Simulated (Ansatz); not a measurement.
## Two inputs for B3H4NO5

Cell: a Materials Project structure (computed, not necessarily an observed phase).

```cif
data_B3H4NO5
_symmetry_space_group_name_H-M 'C2/c'
_symmetry_Int_Tables_number 15
_cell_length_a 9.7637
_cell_length_b 8.8066
_cell_length_c 9.2353
_cell_angle_alpha 90.000
_cell_angle_beta 103.510
_cell_angle_gamma 90.000
loop_
_atom_site_label
_atom_site_type_symbol
_atom_site_symmetry_multiplicity
_atom_site_Wyckoff_symbol
_atom_site_fract_x
_atom_site_fract_y
_atom_site_fract_z
B1 B 8 f 0.7959 0.0018 0.2673
B5 B 8 f 0.6769 0.2453 0.3188
B9 B 8 f 0.0731 0.9599 0.4331
H13 H 8 f 0.3925 0.7531 0.1092
H17 H 8 f 0.4939 0.8153 0.9979
H21 H 8 f 0.4402 0.9362 0.1226
H25 H 8 f 0.3240 0.8769 0.9749
N N 8 f 0.4158 0.8465 0.0511
O33 O 8 f 0.9179 0.0087 0.4037
O37 O 8 f 0.8437 0.0551 0.1372
O41 O 8 f 0.2502 0.8437 0.2523
O45 O 8 f 0.6826 0.0916 0.3007
O49 O 8 f 0.5893 0.2999 0.4053
```

One atom of each set is listed; the run and its k-mesh use a cell of 52 atoms with edges of 6.57, 6.57, 9.24 Å.

Reference run. Computed with Ansatz: DFT, PBE, plane waves and PAW, scalar-relativistic, 420 eV cutoff, Γ-centred 4×4×3 k-points, Fermi–Dirac smearing 0.02 eV.

Problem. The input is changed as follows: `kpoints.mp_grid.shift`: not typed → [0.5, 0.5, 0.5]; `hamiltonian.xc`: pbe → rpbe. What happens to V_zz (10²¹ V/m²) and η?

Solution. 

| site | V_zz reference | η reference | V_zz changed | η changed |
| --- | --- | --- | --- | --- |
| B1 | 0.60 | 0.48 | 0.59 | 0.49 |
| B5 | 2.41 | 0.16 | 2.41 | 0.16 |
| H13 | 2.69 | 0.03 | 2.68 | 0.03 |
| H17 | 2.61 | 0.02 | 2.60 | 0.02 |
| H21 | 3.28 | 0.04 | 3.27 | 0.04 |
| H25 | 2.68 | 0.01 | 2.66 | 0.01 |
| N | 0.95 | 0.48 | 0.96 | 0.46 |
| O33 | -12.17 | 0.22 | -12.32 | 0.23 |
| O37 | 9.15 | 0.68 | 9.25 | 0.68 |
| O41 | 8.45 | 0.44 | 8.59 | 0.44 |
| O45 | 9.36 | 0.46 | 9.52 | 0.45 |
| O49 | 8.55 | 0.11 | 8.68 | 0.14 |

The largest change of V_zz is on O45, from 9.36 to 9.52. In per cent, |V_zz| changes by 0 on B, -1 to 0 on H, +1 on N, +1 to +2 on O (all sites that start above 0.5). The table leaves out 1 of the 13 sites, with |V_zz| up to 0.74; their tensors move by 0.01 at most along any direction. The statements above cover all sites. At these positions the changed run has forces up to 0.4 eV/Å, so its atoms aren't at their own equilibrium. Its pressure is 8 GPa, against 5 GPa in the reference run. SCF iterations: 8 and 8.

On the reference run: At this cell the principal stresses reach 5 GPa in size with PBE, which can matter for small gradients. The largest force is 0.3 eV/Å, so the atoms aren't at the calculated equilibrium and relaxing them would move these values. The lattice is static: at room temperature ammonium may turn and average the couplings of its hydrogen.
